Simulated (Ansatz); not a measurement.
The relaxed structure here is a generated cell of CoSi2: the first start was made by placing the elements on the sites of a structure type, and the end was not matched to a known phase here, so it may be hypothetical. Known forms of CoSi2 include space group No. 225.

The end point of a relaxation of CoSi$_{2}$. Space group Cmcm (No. 63). All values below come from r2SCAN (plane waves to 500 eV, PAW, scalar-relativistic; Ansatz, a quantum-chemistry and plane-wave program).

Space group Cmcm (No. 63); a = 3.3810 Å, b = 11.0016 Å, c = 3.7568 Å, α = β = γ = 90.00°

```
atom  site  symmetry       x       y       z
----  ----  --------  ------  ------  ------
Si      4c       m2m  0.0000  0.0676  0.2500
Si      4c       m2m  0.0000  0.7416  0.2500
Co      4c       m2m  0.0000  0.3960  0.2500
```
(The calculation used a cell of 6 atoms; values per cell refer to that cell.)

Q: Give the magnetic moment at the level r2SCAN.

A: Net 0.23 μB/atom, ferromagnetic.

Spin state reached: ferromagnetic (net 0.23 μB/atom), from parallel starting moments; other spin orders were not run from this start. r2SCAN tends to overstate moments in metals.

The run could not lose the symmetry of its start, so the end can be a saddle point.
